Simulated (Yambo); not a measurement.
Yambo run on BP (zinc blende, space group F-43m, No. 216). The wavefunctions are norm-conserving PBE (Quantum ESPRESSO, 76 Ry, no spin-orbit coupling) ones on a 6×6×6 mesh (4 occupied bands); a = 3.2047 Å, b = 3.2047 Å, c = 3.2047 Å, α = 60.00°, β = 60.00°, γ = 60.00°.

Yambo input:

```
rim_cut
gw0
dyson
el_el_corr
HF_and_locXC
mpa
em1d
RandQpts= 1000000
RandGvec= 1 Ry
EXXRLvcs= 76 Ry
VXCRLvcs= 304 Ry
Chimod= "HARTREE"
% BndsRnXm
 1 | 84 |
%
NGsBlkXm= 14 Ry
% LongDrXm
 1.0 | 1.0 | 1.0 |
%
EnSampXm= "2l"
EnGridXm= "lP"
% EnRngeXm
 0.0 | 40.0 | eV
%
% ImRngeXm
 2.72114 | 27.21138 | eV
%
% DmRngeXm
 0.02721 | 2.72114 | eV
%
ETStpsXm= 8
IntSolXm= "PT"
% GbndRnge
 1 | 84 |
%
GTermKind= "none"
DysSolver= "n"
ExtendOut
% QPkrange
 1 | 1 | 4 | 5 |
 13 | 13 | 5 | 5 |
%
```

k points by index: 1 = Γ, 13 = X.

Table of the .qp output:

```
#    K-point    Band    Eo [eV]    E [eV]    E-Eo [eV]    Vxc [eV]    Vnlxc [eV]    Sc|Eo [eV]    Sc|E [eV]    dSc/dw|Eo [eV]    Re(Z)    Im(Z)
#
    1    4    0.000000    -0.662733    -0.662733    -13.31214    -14.95506    0.804523    0.980192    -7.192096    0.790938    -0.002856
    1    5    3.413105    3.645510    0.232405    -12.03647    -7.314895    -4.427336    -4.489173    -7.271911    0.789107    -0.002860
    13    5    1.340695    1.420271    0.079576    -10.83952    -6.590276    -4.150375    -4.169669    -6.670843    0.803109    -0.002523
```
(The two width columns are left out.) Convergence of these settings isn't established.

Geometry of the Materials Project entry, not relaxed at this level.
